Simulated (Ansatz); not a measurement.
Generalised stacking fault of MgS (rock salt) on the {100} plane. The cell below holds the perfect crystal with the plane normal along z; tilting its third vector by the shift puts one fault into each cell, between planes 2.61 Å apart, at fixed cell height.

```
CELL_PARAMETERS angstrom
      3.69792     0.00000     0.00000
      0.00000     3.69792     0.00000
      1.84896     1.84896     7.84448
ATOMIC_POSITIONS crystal
  S  0.00000 0.00000 0.83333
  S  0.33333 0.33333 0.16667
  S  0.66667 0.66667 0.50000
  Mg 0.50000 0.50000 0.83333
  Mg 0.83333 0.83333 0.16667
  Mg 0.16667 0.16667 0.50000
```

In-plane vectors a = (3.698, 0.000) Å, b = (0.000, 3.698) Å, area 13.67 Å². The shift is s times the vector a (length 3.698 Å), so s = 1 restores the start. The shift is rigid: no atom relaxes. γ = [E(shift) − E(0)] / area.

These are PBE (plane waves to 420 eV, PAW, scalar-relativistic; Ansatz, an electronic-structure program) values and carry that method's errors. k mesh 8×8×8 (Γ-centred), Fermi-Dirac smearing 0.05 eV. Stress and pressure are positive under compression. Faults lie only 7.8 Å apart, and holding the cell height and the atoms raises γ above its relaxed value. MgS was relaxed with its symmetry unable to fall. 

```csv
shift (Å),σ normal to the fault (GPa)
0.000,0.0
0.308,0.1
0.616,0.5
0.924,1.3
1.233,2.6
1.541,3.9
1.849,?
2.157,3.9
2.465,2.6
2.773,1.3
3.082,0.5
3.390,0.1
```

Task: Complete the blanks.

Result: 
- 1.849, σ normal to the fault (GPa): 4.4

(The slope of γ gives the shear force per area between the displaced halves; near zero shift its curvature is an elastic stiffness.)
